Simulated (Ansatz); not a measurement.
PbSe:
```cif
data_PbSe
_chemical_formula_sum 'Se1 Pb1'
_space_group_name_H-M_alt 'P 1'
_space_group_IT_number 1
_cell_length_a 4.87899
_cell_length_b 4.87899
_cell_length_c 4.87899
_cell_angle_alpha 60.000
_cell_angle_beta 60.000
_cell_angle_gamma 60.000
loop_
_space_group_symop_operation_xyz
  'x, y, z'
loop_
_atom_site_label
_atom_site_type_symbol
_atom_site_fract_x
_atom_site_fract_y
_atom_site_fract_z
_atom_site_occupancy
Se1 Se 0.75000 0.75000 0.75000 1
Pb1 Pb 0.00000 0.00000 0.00000 1
```

Relaxed with PBE.

Q: Give the optical modes at the zone centre with their infrared and Raman activity from DFPT, plane-wave PAW PBE (Ansatz code).

A: Transverse frequencies, without the LO–TO term; a row sums one degenerate level.

```
ω (cm⁻¹)  degeneracy  IR ((D/Å)²/amu)  Raman (Å⁴/amu)  activity  symmetry
--------  ----------  ---------------  --------------  --------  --------
117                3             5.99            2100  IR+Raman        T2
```

Q: How high does the top mode go among those that the LO–TO term moves?

A: 143 cm⁻¹ for q along x.

Space group F-43m (zinc blende). A made-up cell: these elements were put on the sites of a structure type; neither database checked (COD, Materials Project) lists it. It is not the phase usual at ambient conditions (space group No. 225). The PBE relaxation kept the symmetry of its start. At this level the phase is mechanically unstable. Spin–orbit coupling is left out wherever it is not named.

Potentials: the later of the program's two PAW sets.
